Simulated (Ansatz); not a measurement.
Space group Fm-3m (No. 225). a = 6.020 Å, b = 6.020 Å, c = 6.020 Å, α = 90.00°, β = 90.00°, γ = 90.00°
| atom | site | symmetry | x | y | z |
| --- | --- | --- | --- | --- | --- |
| Sn | 4a | m-3m | 0.0000 | 0.0000 | 0.0000 |
| Se | 4b | m-3m | 0.5000 | 0.0000 | 0.0000 |

Equation of state of this SnSe structure (not necessarily the ground state), with shape and atoms relaxed at each volume where symmetry leaves them free. Computed with DFT r2SCAN, scalar-relativistic, plane waves, PAW (Ansatz 0.2.0).

Settings: cutoff 500 eV, Γ-centred mesh 10×10×10 on the computed 2-atom cell, Gaussian smearing of 0.02 eV; no spin polarisation.

```
V (Å³/atom) E − E(largest V) (meV/atom) P (GPa) gap on mesh (eV)
     25.635                         2.79     3.71              0.53
     26.453                       -10.87     1.69              0.50
     27.271                       -14.99    -0.03              0.46
     28.089                       -10.97    -1.50              0.32
     28.907                         0.00    -2.76              0.20
```

Fit a third-order Birch–Murnaghan equation to E(V).

V0 = 27.25 Å³/atom, B0 = 53 GPa, B0' = 4.2.

This rock-salt form isn't the usual stable structure of the compound.